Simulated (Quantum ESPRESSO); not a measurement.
pw.x input (Quantum ESPRESSO 7.5; LDA, PseudoDojo standard norm-conserving files, scalar-relativistic):

```
&CONTROL
  calculation = 'scf'
  pseudo_dir = './pseudo'
  outdir = './out'
  tprnfor = .true.
  tstress = .true.
/
&SYSTEM
  ibrav = 0
  nat = 4
  ntyp = 1
  ecutwfc = 82.0
  ecutrho = 328.0
  occupations = 'smearing'
  smearing = 'fd'
  degauss = 0.002
  nbnd = 12
/
&ELECTRONS
  conv_thr = 4e-10
/
ATOMIC_SPECIES
C 12.0110 C.upf
CELL_PARAMETERS angstrom
  1.228050000000  -2.127060000000   0.000000000000
  1.228050000000   2.127060000000   0.000000000000
  0.000000000000   0.000000000000   7.173270000000
ATOMIC_POSITIONS crystal
C   0.583380000000   0.416620000000   0.753140000000
C   0.416620000000   0.583380000000   0.246860000000
C   0.916620000000   0.083380000000   0.753140000000
C   0.083380000000   0.916620000000   0.246860000000
K_POINTS automatic
12 12 4 0 0 0
```

End of the output:

```
     total energy              =     -48.25190151 Ry
     estimated scf accuracy    <       0.00000342 Ry
     total energy              =     -48.25190259 Ry
     estimated scf accuracy    <       0.00000014 Ry
     total energy              =     -48.25190265 Ry
     estimated scf accuracy    <          2.7E-09 Ry
[...]
     the Fermi energy is     6.0896 ev
!    total energy              =     -48.25190265 Ry
     estimated scf accuracy    <          1.5E-11 Ry
     smearing contrib. (-TS)   =      -0.00003846 Ry
     internal energy E=F+TS    =     -48.25186419 Ry
     The total energy is F=E-TS. E is the sum of the following terms:
     one-electron contribution =     -16.25723370 Ry
     hartree contribution      =      15.76842028 Ry
     xc contribution           =     -17.11758548 Ry
     ewald contribution        =     -30.64546528 Ry
     convergence has been achieved in   8 iterations
     Forces acting on atoms (cartesian axes, Ry/au):
     atom    1 type  1   force =     0.00000000    0.00103777   -0.00004119
     atom    2 type  1   force =     0.00000000   -0.00103777    0.00004119
     atom    3 type  1   force =     0.00000000   -0.00103777   -0.00004119
     atom    4 type  1   force =     0.00000000    0.00103777    0.00004119
     Total force =     0.002077     Total SCF correction =     0.000004
     Computing stress (Cartesian axis) and pressure
          total   stress  (Ry/bohr**3)                   (kbar)     P=      -28.33
  -0.00023446   0.00000000   0.00000000          -34.49        0.00        0.00
   0.00000000  -0.00024957   0.00000000            0.00      -36.71        0.00
   0.00000000   0.00000000  -0.00009375            0.00        0.00      -13.79
```

Geometry of the Materials Project entry, not relaxed at this level.
